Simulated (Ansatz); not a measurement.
Is this Ni result the lowest state?

Ni is taken as a measured crystal structure (space group Fm-3m, primitive cell doubled), 2 atoms in the cell. Source: COD entry 9013031; it may be a high-temperature, high-pressure or metastable form.

All numbers below come from DFT, PBE, PAW, plane waves, scalar-relativistic (Ansatz).

```yaml
crystal:
  lattice:
    - [-1.7935, -3.587, -1.7935]
    - [-1.7935, 0.0, -1.7935]
    - [1.7935, 0.0, -1.7935]
  atoms:
    - { symbol: Ni, position: [0.0, 0.0, 0.0], spin: 2.0 }
    - { symbol: Ni, position: [0.5, 0.0, 0.5], spin: -2.0 }
magnetization:
  spin_polarized: true
hamiltonian:
  xc: pbe
  pseudopotentials: { kind: paw }
basis:
  ecutwfc: 420
kpoints:
  mp_grid: { grid: [7, 12, 10] }
scf:
  occupations: { method: fermi_dirac, width: 0.05 }
  lower_state_search: "off"
output:
  forces: true
  stress: true
  write_density: true
  write_potential: true
  elf: true
  volumetric_format: npy
```

The run was started with:
```sh
ansatz run input.yaml --threads 2 --pin off --max-ram 5120MiB --backend cpu --events-out ev --progress --plain --runs-dir out
```

Time: 12 s on 2 threads of Arm Neoverse V1 (shared host), peak memory 0.45 GiB.

The end of the output:

```
SCF converged after 15 iterations
Magnetization: 0.0000 μB (18.0000 up, 18.0000 down)
Absolute magnetization: 0.3050 μB (∫|ρ↑−ρ↓|, with the PAW one-centre terms)
Spin contamination: 0.0885 ħ² per cell (⟨S²⟩ above its minimum at these occupations)
Per-site moments (μB) at R_I (Å): [(0.1505, 1.0462), (-0.1505, 1.0462)]
Free energy (F): -11679.302472 eV
Harris-Foulkes:  -11679.302472 eV  (|F-HF|=7.23e-9)
Internal energy: -11679.247066 eV  (E = F + TS)
E sigma→0 (E₀):  -11679.274769 eV
Entropy (-TS):   -0.055406 eV (-27.703 meV/atom)
Fermi energy:    16.688910 eV
--- Forces (eV/Å), atoms counted from 1 ---
  atom   1  Ni     0.00000000     0.00000000     0.00000000
  atom   2  Ni    -0.00000000     0.00000000    -0.00000000
--- Stress (GPa, compression-positive) ---
      -10.973168      -0.053004       0.048663
       -0.053004     -10.693918      -0.053004
        0.048663      -0.053004     -10.973168
  P = ⅓ Tr σ = -10.8801 GPa (-108.801 kbar)
```

The mesh has less symmetry than the lattice, which lowers the symmetry of the run.

Site moments are taken inside atomic spheres and don't add up to the total.

Task: Would you trust this as the ground state? If a lower solution is known, describe it.

Result: No. A state 56.2 meV/atom (0.112 eV per cell) lower exists in this cell: ferromagnetic, site moments Ni1 0.72, Ni2 0.72 μB, total 1.35 μB per cell, no gap on the k-mesh. It was reached from: parallel moments, default search for lower states [Ni1 2.00, Ni2 2.00 μB]; opposed moments +-, default search for lower states [Ni1 2.00, Ni2 -2.00 μB]. The wrong state matters: the pressure is -9.8 GPa there against -10.9 GPa here. States within about 5 meV/atom are too close for this mesh, smearing and search to settle their order. This multiple of the primitive cell fits some opposed orders; other multiples fit others. Only collinear orders within this cell were tried; the true ground state may need a larger cell.
